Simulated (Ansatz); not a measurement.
This guess for ScAlN₂ is about to be relaxed.

```yaml
crystal:
  lattice:
    - [2.66021, 0.00000, 0.00000]
    - [0.00000, 3.45716, 0.00000]
    - [0.00000, 0.00000, 6.14207]
  atoms:
    - { symbol: Sc, position: [0.00000, 0.00000, 0.00000] }
    - { symbol: Al, position: [0.00000, 0.50000, 0.50000] }
    - { symbol: N, position: [0.00000, 0.00000, 0.31834] }
    - { symbol: N, position: [0.00000, 0.00000, 0.68166] }
```

These are results of Ansatz 0.2.0, DFT PBE, scalar-relativistic, plane waves, PAW, not measurements. Cutoff 420 eV, Gaussian smearing, Γ-centred meshes. Cell and atoms relax first on a coarse mesh and then on a finer one. In between, the cell is made exact in the group found at 0.06 Å. In metals the finer mesh still leaves noise of several meV/atom or more. The steps can't lower the symmetry of their start. No spin polarisation in the relaxation; trial moments died out in a coarse test.

A guess keeps its type if space group and coordination stay and the shape of the cell changes little (axis ratios within about 15 %, angles within 6°); the volume may change.

Task: Does it keep its structure type, or change into something else?

Result: It doesn't keep its type. The symmetry stays Pmmm (No. 47). The volume per atom grows by 44.4 %, from 14.1 to 20.4 Å³. The shortest distance goes from 1.96 Å (Sc–N) to 1.93 Å (Al–N). Counting neighbours within 15 % of an atom's shortest distance, the start has Al 4, N 4, Sc 2 and the end Al 4, N 3, Sc 2. In detail, at the end Sc is surrounded by 2 N at 1.94 Å and 2 Sc at 3.04 Å; around Al lie 4 N at 1.93 Å; N has 2 Al at 1.93 Å, 1 Sc at 1.94 Å and 1 N at 2.37 Å.

```cif
data_structure
_symmetry_space_group_name_H-M 'Pmmm'
_symmetry_Int_Tables_number 47
_cell_length_a 3.0363
_cell_length_b 4.2926
_cell_length_c 6.2593
_cell_angle_alpha 90.000
_cell_angle_beta 90.000
_cell_angle_gamma 90.000
_cell_volume 81.58
loop_
_atom_site_label
_atom_site_type_symbol
_atom_site_symmetry_multiplicity
_atom_site_Wyckoff_symbol
_atom_site_fract_x
_atom_site_fract_y
_atom_site_fract_z
_atom_site_occupancy
Sc1 Sc 1 a 0.00000 0.00000 0.00000 1
Al1 Al 1 d 0.50000 0.00000 0.50000 1
N1 N 2 q 0.00000 0.00000 0.31073 1
```

The zero of energy is the elements' standard structures at the same level (N₂ as a molecule); no fitted shifts are applied.

Task: At what energy does it end?

Result: +0.02 eV/atom. The formation energy is too near zero to say whether this cell lies below the elements.

The last run used a 16×12×8 mesh (in the run's order of axes) for its 4-atom cell and Gaussian smearing of 0.10 eV. For metals, differences of a few meV/atom aren't resolved. Symmetry constrained the relaxation, so the result can be a saddle point. Another cell of ScAlN2 relaxed alike, in I4_1/amd (a Materials Project cell), lies 1.44 eV/atom lower, so this cell isn't the stable form at this level.
